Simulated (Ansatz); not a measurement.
AlIr:
```cif
data_Al4Ir4
_chemical_formula_sum 'Al4 Ir4'
_space_group_name_H-M_alt 'Cmcm'
_space_group_IT_number 63
_space_group_name_Hall '-C 2c 2'
_cell_length_a 2.85437
_cell_length_b 9.61283
_cell_length_c 4.20238
_cell_angle_alpha 90.000
_cell_angle_beta 90.000
_cell_angle_gamma 90.000
loop_
_atom_site_label
_atom_site_type_symbol
_atom_site_symmetry_multiplicity
_atom_site_Wyckoff_symbol
_atom_site_fract_x
_atom_site_fract_y
_atom_site_fract_z
_atom_site_occupancy
Al1 Al 4 c 0.00000 0.34992 0.25000 1
Ir1 Ir 4 c 0.00000 0.08813 0.25000 1
```
(The calculation used a cell of 4 atoms; values per cell refer to that cell.)

Relaxed with PBEsol.

Task: Decompose the optical modes at the zone centre into irreducible representations, and say which are infrared and Raman allowed.

Result: Point group mmm: Γ_opt = 2Ag + 2B1g + B1u + B2u + 2B3g + B3u. Infrared: B1u, B2u, B3u. Raman: Ag, B1g, B3g.

Task: Assign frequencies (DFPT, the program Ansatz at the PBEsol level (PAW)).

Result: B1g 59, Ag 96, B3g 130, B1g 214, B3u 224, B1u 265, B2u 277, B3g 283, Ag 293 cm⁻¹.

Subscripts of B labels follow the axes of the standard setting.

The start of the workflow was typed in or built on a structure type; neither database checked (COD, Materials Project) lists it. Its standing as an ambient phase is unchecked. The cell was relaxed with PBEsol under the symmetry of its start; its stability against distortions is not shown here. The run is not spin-polarised. As this level gives no gap, phonon frequencies hold no LO–TO term and depend on the k-mesh and smearing (Fermi–Dirac, 0.1 eV here). Spin–orbit coupling is left out wherever it is not named.

Potentials: the later of the program's two PAW sets.
